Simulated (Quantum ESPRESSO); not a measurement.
**Kohn-Sham bands of Hg2SeS (P-4m2)**

```xyz
4
Lattice="4.2901 0.0000 0.0000 0.0000 4.2901 0.0000 0.0000 0.0000 6.0591" Properties=species:S:1:pos:R:3 pbc="T T T"
Hg     2.1451     0.0000    -1.4410
Hg     0.0000     2.1451     1.4410
Se     0.0000     0.0000     3.0295
S      2.1451     2.1451     0.0000
```

Structure: Materials Project mp-1223907, symmetrised, not relaxed again. Not found in the COD (Crystallography Open Database) copy used; not checked further. Computed values, not measurements, from PBEsol: Quantum ESPRESSO (norm-conserving PseudoDojo potentials, cutoff 69 Ry, no spin polarisation, no spin-orbit coupling) on a Γ-centred 8×8×6 mesh, then Wannier90. Density: 8×8×6 mesh, Gaussian smearing 0.01 Ry. Spin-orbit coupling is left out although heavy elements are present.

Energies are relative to the Fermi level; weights are on the orthonormalised atomic waves of the pseudopotential files, averaged over the group. 62 electrons a cell are treated as valence.

Task: Into which isolated groups do the bands fall, where do they lie and what are they made of?

Result: 
```tsv
bands	from (eV)	to (eV)	filling	weight on atomic waves
1–2	-114.53	-114.53	filled	Hg 5s 100 %
3–8	-62.82	-62.81	filled	Hg 5p 100 %
9–13	-47.45	-47.43	filled	Se 3d 100 %
14–15	-13.14	-12.45	filled	Se 4s 44 %, S 3s 43 %, Hg 6s 7 %
```

No gap over 0.05 eV opens at the Fermi level at this level of theory; semilocal functionals close the gap of some real semiconductors.
